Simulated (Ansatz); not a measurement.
A geometry of Ga2O3 away from equilibrium: step 15 of the relaxation of a generated cell, Ga2O3 placed in the AFLOW prototype A3B2_hP5_164_ad_d (D5_13, as in Al3Ni2). Level of theory: r2SCAN (plane waves to 500 eV, PAW, scalar-relativistic; Ansatz, an electronic-structure program). Γ-centred k-mesh 8×8×6 on the run's cell (coarser than for final values), Fermi–Dirac smearing 0.05 eV.

```
CELL_PARAMETERS angstrom
      3.06262     0.00000     0.00000
     -1.53131     2.65230     0.00000
      0.00000     0.00000     5.79947
ATOMIC_POSITIONS crystal
  O  0.00000 0.00000 0.00000
  O  0.33333 0.66667 0.66453
  O  0.66667 0.33333 0.33547
  Ga 0.33333 0.66667 0.22915
  Ga 0.66667 0.33333 0.77085
```

### Question
Which atoms carry the largest force, and which way does it point?

### Answer
0.06 eV/Å, on Ga4, Ga5 (atoms numbered as listed); on Ga4 its components are (0.00, 0.00, 0.06).

### Question
What is the pressure?

### Answer
+6.3 GPa, compression positive.

No spin polarisation in the result.

The run could not lower the symmetry of its start; a shaken copy of this end point relaxes with r2SCAN to P2/c (No. 13), 8 meV/atom lower.

The end of the path is a generated cell of Ga2O3: the first start was made by placing the elements on the sites of a structure type, and the end was not matched to a known phase here, so it may be hypothetical. Known forms of Ga2O3 include space group No. 12, 167.
